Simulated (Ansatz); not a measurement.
**BaCuSbO single point**

The input, for Ansatz 0.2.0 (plane waves, PAW):

```yaml
crystal:
  lattice:
    - [4.37110776, 0.0, 0.0]
    - [0.0, 4.37110776, 0.0]
    - [0.0, 0.0, 9.29738549]
  atoms:
    - { symbol: Ba, position: [0.25, 0.25, 0.35865] }
    - { symbol: Ba, position: [0.75, 0.75, 0.64135] }
    - { symbol: Cu, position: [0.25, 0.75, 0.0] }
    - { symbol: Cu, position: [0.75, 0.25, 0.0] }
    - { symbol: Sb, position: [0.25, 0.25, 0.81486] }
    - { symbol: Sb, position: [0.75, 0.75, 0.18514] }
    - { symbol: O, position: [0.25, 0.75, 0.5] }
    - { symbol: O, position: [0.75, 0.25, 0.5] }
kpoints:
  mp_grid: { grid: [6, 6, 3], shift: [0, 0, 0] }
  band_path:
    path:
      - [0.0, 0.0, 0.0]
      - [0.0, 0.5, 0.0]
      - [0.5, 0.5, 0.0]
      - [0.0, 0.0, 0.0]
      - [0.0, 0.0, 0.5]
      - [0.0, 0.5, 0.5]
      - [0.5, 0.5, 0.5]
      - [0.0, 0.0, 0.5]
      - [0.0, 0.5, 0.0]
      - [0.0, 0.5, 0.5]
      - [0.5, 0.5, 0.0]
    npoints: 6
magnetization:
  spin_polarized: true
scf:
  occupations: { method: fermi_dirac }
  lower_state_search: "off"
  max_iter: 200
hamiltonian:
  pseudopotentials: { kind: paw }
  xc: pbe
  hubbard:
    projectors: all-electron-ortho-atomic
    sites:
      - { species: Cu, l: d, u_eff: 3.65 }
      - { species: O, l: p, u_eff: 1.52 }
    v: [{ species: [Cu, O], l: [d, p], v: 1.15, r_cut: 5.578 }]
basis:
  ecutwfc: 420
  fft_grid_basis: typed
output:
  forces: true
  stress: true
  eigenvalues: true
  bader: true
  populations: true
  elf: true
  write_potential: true
  volumetric_format: npy
  dos:
    e_range: [-12, 8]
    de: 0.05
    projected: { site_lists: { Ba: [Ba], Cu: [Cu], O: [O], Sb: [Sb] } }
checkpoint:
  read: saved_state
```

The saved state is an earlier solution for the same cell, perhaps on another mesh. The state carries no moments; the state need not be the lowest.

Parts of the output:

```
Ba: projections on atomic orbitals take those of the free atom [Kr 4d10] 5s2 5p6 6s2, of charge +0.00 (hamiltonian.pseudopotentials.projection_atoms); the dataset's partial waves leave at most 9.7e-6 of an orbital's norm unspanned inside its sphere
Cu: projections on atomic orbitals take those of the free atom [Ne] 3s2 3p6 3d10 4s1, of charge +0.00 (hamiltonian.pseudopotentials.projection_atoms); the dataset's partial waves leave at most 2.0e-6 of an orbital's norm unspanned inside its sphere
Sb: projections on atomic orbitals take those of the free atom [Kr] 4d10 5s2 5p3, of charge +0.00 (hamiltonian.pseudopotentials.projection_atoms); the dataset's partial waves leave at most 3.6e-6 of an orbital's norm unspanned inside its sphere
O: projections on atomic orbitals take those of the free atom [He] 2s2 2p4, of charge +0.00 (hamiltonian.pseudopotentials.projection_atoms); the dataset's partial waves leave at most 1.9e-8 of an orbital's norm unspanned inside its sphere
Pseudopotentials: kind: paw
Pseudopotential: Ba, paw, valence charge 10, recommended cutoff 420 eV (normal), Ba.paw.azcp
Pseudopotential: Cu, paw, valence charge 19, recommended cutoff 420 eV (normal), Cu.paw.azcp
Pseudopotential: Sb, paw, valence charge 15, recommended cutoff 420 eV (normal), Sb.paw.azcp
Pseudopotential: O, paw, valence charge 6, recommended cutoff 420 eV (normal), O.paw.azcp
Functional definition: PBE
  exchange = pbe_x(kappa = kappa, mu = beta*pi^2/3)
  correlation = pbe_c(beta = beta)
Crystal: 8 atoms, lattice volume = 177.641 Å³
Basis set: ecut = 420 eV, 3495 PW (Γ), exchange–correlation on 60×60×128 points (8 copies of the dense FFT grid, shifted against one another)
Bands: 60, of which v1, the nominal top of the filled ones, is band 50 counted from 1 (49 counted from 0)
Symmetry: 16 space group operations
Space group: P4/nmm (ITA 129), of the structure as read, at distance tolerance 5.6e-5 Å
k-points: 20 of 108
Initial density: read from a saved state, or passed on in memory by an earlier SCF of this step, an earlier step, the calling program or the single point that the run made first
Functional: x = pbe(κ = 0.804, μ = 0.2195), c = pbe(β = 0.0667)
SCF iter   1: F=—  Δρ=2.12e-3  dr2=4.41e-2  dr2_m=2.91e-6  M=0.000 μB ∫|m|=0.002 μB
SCF iter   2: F=—  Δρ=1.22e-3  dr2=2.27e-3  dr2_m=1.54e-6  M=0.000 μB ∫|m|=0.002 μB
SCF iter   3: F=—  Δρ=8.54e-4  dr2=2.29e-3  dr2_m=8.46e-7  M=0.000 μB ∫|m|=0.001 μB
SCF iter   4: F=—  Δρ=2.93e-4  dr2=7.60e-4  dr2_m=1.99e-8  M=-0.000 μB ∫|m|=0.001 μB
SCF iter   5: F=—  Δρ=1.52e-4  dr2=2.19e-4  dr2_m=1.45e-8  M=-0.000 μB ∫|m|=0.000 μB
SCF iter   6: F=—  Δρ=1.04e-4  dr2=7.79e-5  dr2_m=9.31e-10  M=-0.000 μB ∫|m|=0.000 μB
SCF iter   7: F=—  Δρ=1.84e-5  dr2=9.43e-6  dr2_m=6.52e-10  M=-0.000 μB ∫|m|=0.000 μB
SCF iter   8: F=—  Δρ=1.08e-5  dr2=1.07e-6  dr2_m=2.24e-10  M=-0.000 μB ∫|m|=0.000 μB
SCF iter   9: F=—  Δρ=3.50e-6  dr2=3.22e-7  dr2_m=1.11e-10  M=-0.000 μB ∫|m|=0.000 μB
SCF iter  10: F=-39253.8218 eV  Δρ=1.59e-6  dr2=3.10e-8  dr2_m=7.36e-11  M=-0.000 μB ∫|m|=0.000 μB
Magnetization: -0.0001 μB (50.0000 up, 50.0000 down)
Absolute magnetization: 0.0001 μB (∫|ρ↑−ρ↓|, with the PAW one-centre terms)
Spin contamination: 0.0000 ħ² per cell (⟨S²⟩ above its minimum at these occupations)
Per-site moments (μB) at R_I (Å): [(-7.883e-7, 1.0520), (-7.883e-7, 1.0520), (-1.293e-6, 1.1476), (-1.293e-6, 1.1476), (-4.049e-6, 1.1476), (-4.049e-6, 1.1476), (-3.340e-5, 1.0520), (-3.340e-5, 1.0520)]
Free energy (F): -39253.8218 eV
Harris-Foulkes:  -39253.8218 eV  (|F-HF|=1.73e-8)
Internal energy: -39253.6207 eV  (E = F + TS)
E sigma→0 (E₀):  -39253.7213 eV
Entropy (-TS):   -0.2011 eV (-25.142 meV/atom)
Fermi energy:    8.9338 eV
--- Per-component energies (eV) ---
  E_band       = -1370.1313
  E_kinetic    = 1702.3916
  E_local      = -17607.9464  (includes V_loc(G=0)·N_el)
  E_nonlocal   = 1731.2930
  E_hartree    = 7894.0975
  E_xc         = -938.2913
  E_vxc        = -881.2196  (∫ρ·V_xc dr)
  E_hubbard    = 1.6403  (on-site DFT+U / exact-exchange correction)
  E_vhub       = -40.5401  (the Hubbard potential's part of the band-sum identity)
  E_paw        = -23258.5235  (= ΣΔE_a)
  E_vpaw       = -2062.3062  (= ΣTr[D̂ρ^β])
  E_aug_tail   = 0.0053  (compensation charges beyond the density's cutoff)
  E_ewald      = -8778.2872
  E_smearing   = -0.2011  (= −TS)
--- Forces (eV/Å), atoms counted from 1 ---
  atom   1  Ba     0.0000     0.0000     1.3181
  atom   2  Ba     0.0000     0.0000    -1.3181
  atom   3  Cu     0.0000     0.0000     0.0000
  atom   4  Cu     0.0000     0.0000     0.0000
  atom   5  Sb     0.0000     0.0000     1.8357
  atom   6  Sb     0.0000     0.0000    -1.8357
  atom   7  O      0.0000     0.0000     0.0000
  atom   8  O      0.0000     0.0000     0.0000
--- Stress (GPa, compression-positive) ---
        1.4363       0.0000       0.0000
        0.0000       1.4363       0.0000
        0.0000       0.0000      -4.3675
  P = ⅓ Tr σ = -0.4983 GPa (-4.983 kbar)
--- Löwdin populations: 8 sites ---
  site symbol       q [e]    m [muB]
     0     Ba      8.2607     0.0000
     1     Ba      8.2607     0.0000
     2     Cu     18.6007     0.0000
     3     Cu     18.6007     0.0000
     4     Sb     15.4613     0.0000
     5     Sb     15.4613     0.0000
     6      O      7.1581     0.0000
     7      O      7.1581     0.0000
  spilling = 0.0104 (of n_electrons = 100.0000)
--- Bader charges: 8 sites ---
  site symbol  charge [e]  shift [e]    m [muB]
     0     Ba      1.3800     0.0000     0.0000
     1     Ba      1.3800     0.0000     0.0000
     2     Cu     -0.0774     0.0004     0.0000
     3     Cu     -0.0774     0.0004     0.0000
     4     Sb     -0.1037     0.0004     0.0000
     5     Sb     -0.1037     0.0004     0.0000
     6      O     -1.1989     0.0000     0.0000
     7      O     -1.1989     0.0000     0.0000
```

Origin: a known structure type with other elements, at an estimated volume, so it need not be a known compound. Caveats: atoms or cell far from equilibrium.
